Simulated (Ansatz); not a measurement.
## BeCdO$_{2}$: computed property card

BeCdO2:
```
CELL_PARAMETERS angstrom
      3.05021     0.00000     0.00000
     -1.52511     2.64156     0.00000
      0.00000     0.00000     5.44423
ATOMIC_POSITIONS crystal
  Cd 0.33333 0.66667 0.02680
  O  0.33333 0.66667 0.42013
  Be 0.66667 0.33333 0.51959
  O  0.66667 0.33333 0.80348
```

Space group P3m1 (No. 156); conventional cell a = b = 3.050 Å, c = 5.444 Å, α = β = 90.00°, γ = 120.00°.

Method: plane-wave PAW r²SCAN (Ansatz code). The cell and atoms are relaxed at this level. Other levels are named where they apply.

### Cell and energy

```yaml
volume_per_atom: 10.97 Å³
density: 5.81 g/cm³
Formation energy from the elements (no fitted shifts): -165 kJ/mol-atom
```

### Electronic structure

```yaml
band_gap: 1.26 eV (direct)
valence_band_maximum: at Γ
conduction_band_minimum: at Γ
electron_effective_mass: 0.26, 0.29, 0.29 mₑ (principal values)
Hole effective mass, band 1 of 2 at the edge: 12 along x, 3.6 along z (mₑ)
Hole effective mass, band 2 of 2 at the edge: 0.31 along x, 3.6 along z (mₑ)
HSE06 gap on the r²SCAN cell: 2.25 eV
Gap with spin–orbit coupling: 1.26 eV
```

### Mechanics

```yaml
Bulk modulus (Birch–Murnaghan fit): 120 GPa
Pressure derivative B′: 4.3
```

### Charges

```yaml
bader_charges: Cd +1.14, O -1.54 to -1.37, Be +1.76 e
```

The start of the workflow was typed in or built on a structure type; neither database checked (COD, Materials Project) lists it. Whether it is the stable phase at ambient conditions was not checked. The r²SCAN relaxation kept the symmetry of its start; whether a distortion lowers the energy is not shown. The references are the lowest solids computed at this level, not always the standard phases (solids in place of the gases). Spin–orbit coupling is left out wherever it is not named.

Potentials: the earlier of the program's two PAW sets. The files were generated under PBE; for other functionals the program regenerates the frozen cores, and for LDA and PBEsol the local potential too.
